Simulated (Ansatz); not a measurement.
Consider a crystal of GeI in space group R-3m (No. 166), with Ge on 3b; I on 3a. The cell of GeI is invented: close-packed anion layers stacked A, repeated with a shift to B, with sites between them filled layer by layer (elements of the layers in order: I).

Level of theory: DFT PBE, scalar-relativistic, plane waves, PAW (Ansatz 0.2.0). Cutoff 420 eV, Γ-centred mesh, Gaussian smearing, no spin polarisation.

The zero of energy is the elements' standard structures at the same level; no fitted shifts are applied.

Q: Which cell and coordinates does it relax to?

A:

Space group R-3m:H (No. 166). a = 3.909 Å, b = 3.909 Å, c = 13.354 Å, α = 90.00°, β = 90.00°, γ = 120.00°
| atom | site | symmetry | x | y | z |
| --- | --- | --- | --- | --- | --- |
| Ge | 3b | -3m | 0.6667 | 0.3333 | 0.8333 |
| I | 3a | -3m | 0.0000 | 0.0000 | 0.0000 |

Around Ge lie 6 I at 3.17 Å and 6 Ge at 3.91 Å; I is surrounded by 6 Ge at 3.17 Å and 6 I at 3.91 Å. Another local minimum with the same sites may exist.

Q: And its energy and gap?

A: The formation energy is +0.29 eV/atom and the gap on the 15×15×15 mesh of the 2-atom cell is 0 eV (a metal). A positive value: parting into the elements would lower its energy.

The last run used Gaussian smearing of 0.10 eV. These runs have no spin–orbit coupling, which can matter for I. An odd number of electrons in the primitive cell allows no gap without spin; a larger cell or a magnetic state could open one. The cell is a metal run without spin; a magnetic state may lie lower. The reference form of I is held partly by dispersion forces, which this level lacks. Symmetry constrained the relaxation, so the result can be a saddle point.
